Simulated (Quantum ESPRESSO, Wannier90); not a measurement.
Wannierisation of Al₂HgS₄ (I-4)

Materials Project entry mp-7906; symmetrised, unrelaxed at this level. COD (Crystallography Open Database) has an entry of this formula and space group (matched by these alone). Computed values, not measurements, from PBEsol: Quantum ESPRESSO (norm-conserving PseudoDojo potentials, cutoff 53 Ry, no spin polarisation, no spin-orbit coupling) on a Γ-centred 4×4×4 mesh, then Wannier90. Density: 6×6×6 mesh, cold smearing 0.01 Ry. Spin-orbit coupling is left out although heavy elements are present.

```
begin unit_cell_cart
ang
    5.5758300000    0.0000000000    0.0000000000
    0.0000000000    5.5758300000    0.0000000000
   -2.7879150000   -2.7879150000    5.1229900000
end unit_cell_cart
mp_grid = 4 4 4
```

Neighbour vectors b of the finite-difference formula (Å⁻¹), by shell:

| shell | b_x | b_y | b_z |
|---|---|---|---|
| 1 | 0.00000 | 0.00000 | 0.30662 |
| 1 | 0.00000 | 0.00000 | -0.30662 |
| 2 | 0.00000 | 0.28171 | 0.15331 |
| 2 | 0.28171 | 0.00000 | 0.15331 |
| 2 | 0.00000 | 0.28171 | -0.15331 |
| 2 | 0.28171 | 0.00000 | -0.15331 |
| 2 | 0.00000 | -0.28171 | -0.15331 |
| 2 | 0.00000 | -0.28171 | 0.15331 |
| 2 | -0.28171 | 0.00000 | -0.15331 |
| 2 | -0.28171 | 0.00000 | 0.15331 |

Question: Find the weights w_b from the completeness condition Σ_b w_b b_α b_β = δ_αβ.

Answer: Shell 1: Σ b_x² = 0.000, Σ b_y² = 0.000, Σ b_z² = 0.188 Å⁻²
Shell 2: Σ b_x² = 0.317, Σ b_y² = 0.317, Σ b_z² = 0.188 Å⁻²
Each of the three diagonal sums, weighted, has to give 1 and the off-diagonal ones 0, which holds for w_1 = 2.17 Å², w_2 = 3.15 Å². Check on xx: 2.17×0.000 + 3.15×0.317 = 1.00.

On this mesh the 5 functions of bands 9-13 (bands 9-13; start: atomic waves Hg 5d, conv_tol = 1.0e-6) end with spreads 2.9355, 3.0881, 3.0881, 1.6523, 3.2810 Å², Ω_I = 13.1851 Å² and Ω_D = 0.0565 Å².

Ω_total is the sum of the spreads, 14.045 Å². Ω_OD = Ω_total − Ω_I − Ω_D = 0.803 Å². Only (Ω_D + Ω_OD)/Ω_total = 6.1 % depends on the gauge, and another start could lower the total by that share at most. The rms radius is √(Ω_total/5) = 1.68 Å.
